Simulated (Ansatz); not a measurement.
Does relaxation matter for the field gradients of GaN with Mg replacing Ga?

Start: a supercell of GaN (wurtzite type, P6_3mc) built from a COD entry (the entry's cell lengths or inner coordinates differ somewhat from later room-temperature determinations), with all atoms left at the host's positions.

Space group P3m1 (No. 156); a = 6.3600, c = 10.3320 Å, γ = 120.00°.

```csv
site,Wyckoff,site symmetry,x,y,z
Mg,1a,3m.,0.0000,0.0000,0.0000
Ga2,1a,3m.,0.0000,0.0000,0.5000
Ga3,3d,.m.,0.0000,0.5000,0.0000
Ga4,3d,.m.,0.0000,0.5000,0.5000
Ga9,3d,.m.,0.1667,0.8333,0.2500
Ga10,3d,.m.,0.1667,0.8333,0.7500
Ga15,1c,3m.,0.6667,0.3333,0.2500
Ga16,1c,3m.,0.6667,0.3333,0.7500
N17,1a,3m.,0.0000,0.0000,0.1875
N18,1a,3m.,0.0000,0.0000,0.6875
N19,3d,.m.,0.0000,0.5000,0.1875
N20,3d,.m.,0.0000,0.5000,0.6875
N25,3d,.m.,0.1667,0.8333,0.4375
N26,3d,.m.,0.1667,0.8333,0.9375
N31,1c,3m.,0.6667,0.3333,0.4375
N32,1c,3m.,0.6667,0.3333,0.9375
```

One atom of each set is listed.

Method: Kohn–Sham DFT in Ansatz, PBE, plane waves and PAW, scalar-relativistic, 420 eV cutoff, Γ-centred 4×4×2 k-points, Fermi–Dirac smearing 0.01 eV, cell charge -1.

The largest force at the start is 1.9 eV/Å. Relaxing the ions at fixed cell moves them by 0.090 Å at most (atom 17, N) and 0.027 Å rms.

```json
{"site": "Mg", "moved (Å)": "0.004", "first shell before": "4 N at 1.94–1.95 Å", "first shell after": "4 N at 1.99–2.02 Å", "V_zz before (10²¹ V/m²)": "0.10", "η before": "0.00"}
{"site": "Ga2", "moved (Å)": "0.007", "first shell before": "4 N at 1.94–1.95 Å", "first shell after": "4 N at 1.94–1.95 Å", "V_zz before (10²¹ V/m²)": "-0.81", "η before": "0.00"}
{"site": "Ga3", "moved (Å)": "0.038", "first shell before": "4 N at 1.94–1.95 Å", "first shell after": "4 N at 1.91–1.97 Å", "V_zz before (10²¹ V/m²)": "1.86", "η before": "0.40"}
{"site": "Ga4", "moved (Å)": "0.003", "first shell before": "4 N at 1.94–1.95 Å", "first shell after": "4 N at 1.93–1.95 Å", "V_zz before (10²¹ V/m²)": "-0.73", "η before": "0.17"}
{"site": "Ga9", "moved (Å)": "0.013", "first shell before": "4 N at 1.94–1.95 Å", "first shell after": "4 N at 1.91–1.96 Å", "V_zz before (10²¹ V/m²)": "-1.32", "η before": "0.19"}
{"site": "Ga10", "moved (Å)": "0.020", "first shell before": "4 N at 1.94–1.95 Å", "first shell after": "4 N at 1.90–1.96 Å", "V_zz before (10²¹ V/m²)": "-2.27", "η before": "0.18"}
{"site": "Ga15", "moved (Å)": "0.030", "first shell before": "4 N at 1.94–1.95 Å", "first shell after": "4 N at 1.94–1.96 Å", "V_zz before (10²¹ V/m²)": "0.44", "η before": "0.00"}
{"site": "N17", "moved (Å)": "0.090", "first shell before": "1 Mg at 1.94 Å, 3 Ga at 1.95 Å", "first shell after": "3 Ga at 1.91 Å, 1 Mg at 2.02 Å", "V_zz before (10²¹ V/m²)": "-3.87", "η before": "0.00"}
{"site": "N19", "moved (Å)": "0.006", "first shell before": "4 Ga at 1.94–1.95 Å", "first shell after": "4 Ga at 1.94–1.97 Å", "V_zz before (10²¹ V/m²)": "0.31", "η before": "0.25"}
{"site": "N26", "moved (Å)": "0.046", "first shell before": "3 Ga at 1.94–1.95 Å, 1 Mg at 1.95 Å", "first shell after": "3 Ga at 1.90–1.91 Å, 1 Mg at 1.99 Å", "V_zz before (10²¹ V/m²)": "-4.62", "η before": "0.15"}
{"site": "N32", "moved (Å)": "0.013", "first shell before": "4 Ga at 1.94–1.95 Å", "first shell after": "4 Ga at 1.94–1.96 Å", "V_zz before (10²¹ V/m²)": "0.76", "η before": "0.00"}
```

(1) How do the gradients change?

## Answers

(1) 

```json
{"site": "Mg", "V_zz after": "0.37", "η after": "0.00", "change of V_zz": "+0.27"}
{"site": "Ga2", "V_zz after": "-0.031", "η after": "0.00", "change of V_zz": "+0.78"}
{"site": "Ga3", "V_zz after": "4.05", "η after": "0.41", "change of V_zz": "+2.19"}
{"site": "Ga4", "V_zz after": "0.42", "η after": "0.90", "change of V_zz": "–"}
{"site": "Ga9", "V_zz after": "-2.85", "η after": "0.37", "change of V_zz": "-1.53"}
{"site": "Ga10", "V_zz after": "-3.33", "η after": "0.05", "change of V_zz": "-1.06"}
{"site": "Ga15", "V_zz after": "1.58", "η after": "0.00", "change of V_zz": "+1.14"}
{"site": "N17", "V_zz after": "-4.00", "η after": "0.00", "change of V_zz": "-0.13"}
{"site": "N19", "V_zz after": "-0.18", "η after": "0.82", "change of V_zz": "–"}
{"site": "N26", "V_zz after": "-4.36", "η after": "0.12", "change of V_zz": "+0.26"}
{"site": "N32", "V_zz after": "0.40", "η after": "0.00", "change of V_zz": "-0.36"}
```

The largest change of V_zz along a kept axis is on Ga3, from 1.86 to 4.05. Small gradients that grow severalfold: Ga15 (0.44 to 1.58). In per cent, |V_zz| changes by -96 to +118 on Ga, -47 to +3 on N (all sites that start above 0.5, bar those whose gradient vanishes or changes sign or whose main axis turns by over 40°). Where |V_zz| stays above 0.1 and the axes keep their order, η moves most on Ga9, from 0.19 to 0.37. On N20 (not in the table) V_xx and V_yy change places (or their axes turn by over 50°), so the two values of η hide a larger change. On Ga4, N19 the largest principal value lies along another axis in the second run, so the two V_zz can't be compared directly. The table leaves out 5 of the 16 sites, with |V_zz| up to 0.91; their tensors move by 0.17 at most along any direction. The statements above cover all sites.

The defect repeats with the cell of 32 atoms, so it feels its images: sites between two images don't show the values beside a lone defect, and zeros or small values of η there can come from the images' arrangement. Ga and N carry a gradient in the pure host already, so the values there aren't the defect's effect alone. A uniform background compensates the cell's charge. The cell keeps the host's lattice, where the PBE pressure is 7 GPa (in a charged cell this depends on the convention for the mean potential).
Before: The neighbours have not yet relaxed around the defect (largest force 1.9 eV/Å), so a real crystal will differ.
After: The relaxation keeps the site symmetry 3m of the start, so the impurity can move only along its axis; a start off the site could end lower.
